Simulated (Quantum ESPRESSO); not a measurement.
# Strain and stress in Al2GaInP4

These are calculations, not measurements. They come from pw.x of Quantum ESPRESSO 7.5, a plane-wave density functional program, with PseudoDojo standard norm-conserving files (v0.5 for PBE, v0.4.1 for LDA and PBEsol). The cells are made up: elements, strain and atom displacements were drawn at random, and nothing was relaxed. There is no spin polarisation, spin-orbit coupling or dispersion term.

The cell has 8 sites of a zincblende or diamond lattice. Sites 1 to 4 hold Al Ga Al In; sites 5 to 8 hold P P P P. Cell vectors in Å: (5.601, 0.051, -0.065); (0.051, 5.649, -0.015); (-0.065, -0.015, 5.670). Settings: PBE, cutoff 1088 eV, 4 x 4 x 4 k mesh shifted by half a step, Fermi-Dirac smearing of 0.025 eV.

Each run adds the same strain along x and y to one cell, with the atoms carried along; the vectors above are those of run 3. Stress is positive in tension and P is minus a third of its trace. E is the free energy for each atom above the lowest run shown.

| run | strain (%) | s_xx (GPa) | s_yy (GPa) | s_zz (GPa) | s_xy (GPa) | P (GPa) | E (meV/atom) |
| --- | --- | --- | --- | --- | --- | --- | --- |
| 1 | -1.25 | -4.27 | -3.99 | -1.52 | 4.56 | 3.26 | 12.93 |
| 3 | -0.16 | -2.24 | -1.91 | -0.22 | 4.02 | 1.46 | 3.54 |
| 4 | 0.72 | -0.74 | -0.37 | 0.71 | 3.62 | 0.13 | 0.28 |
| 5 | 1.13 | -0.07 | 0.31 | 1.11 | 3.44 | -0.45 | 0.00 |
| 6 | 1.68 | 0.78 | 1.18 | 1.62 | 3.21 | -1.19 | 0.90 |
| 7 | 2.29 | 1.68 | 2.10 | 2.15 | 2.97 | -1.97 | 3.38 |
| 2 | -0.52 | ? | ? | ? | ? | ? | ? |

A rerun of one of these cells at 1377 eV and k mesh 6 x 6 x 6 moved values by no more than 0.007 eV in the cell's energy, 0.02 GPa in stress and 0.002 eV/Å in force.

## Worked fit

A parabola through the six runs shown gives s_xx = -1.96 + 1.75 e - 0.072 e² GPa, with e in per cent and a scatter of 0.01 GPa. The slope is a stiffness of 175 ± 1 GPa for each unit of this strain at e = 0, the sum of the responses of s_xx to strain along x and along y. The atoms are clamped, and relaxing them would in general lower it. The error is the larger of the fit's own and the change that a cubic makes, rounded up.

## Withheld run

Question: what s_xx should run 2 give?

The fit gives -2.89 GPa. The calculation gave -2.89 GPa.

```
run,strain (%),s_xx (GPa),s_yy (GPa),s_zz (GPa),s_xy (GPa),P (GPa),E (meV/atom)
2,-0.52,-2.89,-2.57,-0.63,4.19,2.03,5.95
```